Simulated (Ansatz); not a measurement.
Values for one crystal, relaxed and computed with PBE (plane waves, PAW; program Ansatz); other levels are named.

```yaml
volume_per_atom: 20.89 Å³
band_gap: 1.77 eV (indirect)
conduction_band_minimum: at X (3 equivalent valleys)
Hole effective mass, band 3 of 3 at the edge: 0.16 along [100], 0.13 along [110], 0.13 along [111] (mₑ)
Bulk modulus (Birch–Murnaghan fit): 60.6 GPa
smallest_direct_gap_on_the_standard_path: 2.40 eV
Formation energy from the elements (no fitted shifts): -1.24 eV/atom
```

Pick the material that matches.
A) SrTe, rock salt
B) MgSe, rock salt
C) BeSe, zinc blende
D) KF, rock salt

B, MgSe, rock salt

Space group Fm-3m (rock salt). Symmetry was held in the PBE relaxation. The references are the lowest solids computed at this level, not always the standard phases. Scalar-relativistic: spin–orbit coupling is off unless named, which matters more the heavier the elements.

Potentials: the later of the program's two PAW sets.
